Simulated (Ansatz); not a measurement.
Relaxed candidate structures of BeRh:

A. Pm-3m (No. 221), cP2, CsCl type; a = 2.7529 Å, b = 2.7529 Å, c = 2.7529 Å, α = 90.00°, β = 90.00°, γ = 90.00°; Be 1a (0.000, 0.000, 0.000); Rh 1b (0.500, 0.500, 0.500)

B. P6₃mc (No. 186), hP12; a = b = 3.7387 Å, c = 11.4119 Å, α = β = 90.00°, γ = 120.00°; Be 2a (0.000, 0.000, 0.067); Be 2b (0.667, 0.333, 0.329); Be 2b (0.333, 0.667, 0.232); Rh 2a (0.000, 0.000, 0.337); Rh 2b (0.667, 0.333, 0.149); Rh 2b (0.333, 0.667, 0.011)…

Task: Rank these by energy per atom (lowest first), as PBEsol (plane waves to 420 eV, PAW, scalar-relativistic; Ansatz, a program for electronic structure) gives it.

Result: A (reference, the lowest among the structures calculated here), B (+0.39 eV/atom)

Each run could gain symmetry but not lose that of its start, so entries can be saddle points. From databases, or of a type measured for this composition: Pm-3m, cP2, CsCl type; the others are generated cells (placed on structure types, drawn at random, substituted or restacked) that were not matched to a known phase here. Static energies at zero pressure. No spin polarisation in the result.
